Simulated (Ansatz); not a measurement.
Rh:
```yaml
crystal:
  lattice:
    - [0.00000, 1.89999, 1.89999]
    - [1.89999, 0.00000, 1.89999]
    - [1.89999, 1.89999, 0.00000]
  atoms:
    - { symbol: Rh, position: [0.00000, 0.00000, 0.00000] }
```

Relaxed with the program Ansatz at the r²SCAN level (PAW). Indices refer to the conventional cell of Fm-3m, a = b = c = 3.8000 Å, α = β = γ = 90.00°.

Task: Simulate the powder diffraction pattern (Cu Kα, λ = 1.54184 Å; lines above 1 %) up to 2θ = 90°.

Result: Simulated powder pattern, Cu Kα, λ = 1.54184 Å (kinematic, ideal powder, no thermal factors, no anomalous dispersion; the 30 strongest lines at most, above 1 %, up to 2θ = 90°):

```
2θ (°)  d (Å)  I/Imax (%)    hkl
------  -----  ----------  -----
41.14   2.194         100  (111)
47.88   1.900          47  (200)
70.03   1.343          29  (220)
84.58   1.146          35  (311)
89.30   1.097          11  (222)
```

The cell was relaxed with r²SCAN under the symmetry of its start. The run is not spin-polarised.

Potentials: the earlier of the program's two PAW sets.
